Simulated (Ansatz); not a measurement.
BaMg₂Pb₂:
```yaml
crystal:
  lattice:
    - [4.98455, 0.00000, 0.00000]
    - [0.00000, 4.98455, 0.00000]
    - [0.00000, 0.00000, 12.30215]
  atoms:
    - { symbol: Pb, position: [0.00000, 0.50000, 0.86614] }
    - { symbol: Pb, position: [0.50000, 0.00000, 0.13386] }
    - { symbol: Mg, position: [0.00000, 0.00000, 0.00000] }
    - { symbol: Mg, position: [0.50000, 0.50000, 0.00000] }
    - { symbol: Mg, position: [0.00000, 0.50000, 0.63530] }
    - { symbol: Mg, position: [0.50000, 0.00000, 0.36470] }
    - { symbol: Ba, position: [0.00000, 0.50000, 0.24998] }
    - { symbol: Ba, position: [0.50000, 0.00000, 0.75002] }
    - { symbol: Pb, position: [0.00000, 0.00000, 0.50000] }
    - { symbol: Pb, position: [0.50000, 0.50000, 0.50000] }
```

Relaxed with r²SCAN.

Map the electron localisation function on the plane through (0.000, 0.500, 0.866) spanned by u = [1, 0, 0] and v = [0, 0, 1] in lattice vectors, from r²SCAN (plane waves, PAW; program Ansatz).

x is the fraction of u, y of v (the angle between them is 90°; rows are the nearest grid lines); atoms in the plane: Pb at (0.00, 0.00), Mg at (0.50, 0.13), Mg at (0.00, 0.77), Ba at (0.00, 0.38), Pb at (0.50, 0.63).
```
|00023445665444456654432000|
|22344455543222234555444322|
|44444555542111124555544444|
|77777654321000012345677777|
|21000233332222223333200012|
|22441025666666666652014422|
|33430046666666666664003433|
|00002555444444444455520000|
|22233444431000013444433222|
|11122334442100124443322111|
|00112344444333344444321100|
|00000124555555555542100000|
|98864100124555542100146889|
|56899962000111100026999865|
|00389983000000000038998300|
|24799962000000000026999742|
|99986310011222211001368999|
|00000001233344333210000000|
|00000011221111112211000000|
|22222221002444420012222222|
|44555541024422442014555544|
|44444566300122100366544444|
|22344456752000025765444322|
|00023445665444456654432000|
```
Scale: ten equal steps from 0.001 (start of '0') to 0.879 (end of '9'), in the order '0123456789'; x runs from 0.000 to 1.00, y from 0.000 (bottom) to 1.00 (top).

The density is the valence pseudo-density with augmentation charge, so density and ELF within about 1 Å of a nucleus are not all-electron values.

Space group P4/nmm. The workflow started from an entry of the Crystallography Open Database (COD). Its standing as an ambient phase is unchecked. Symmetry was held in the r²SCAN relaxation; whether a distortion lowers the energy is not shown. Scalar-relativistic: spin–orbit coupling is off unless named, which matters more the heavier the elements.

Potentials: the later of the program's two PAW sets.
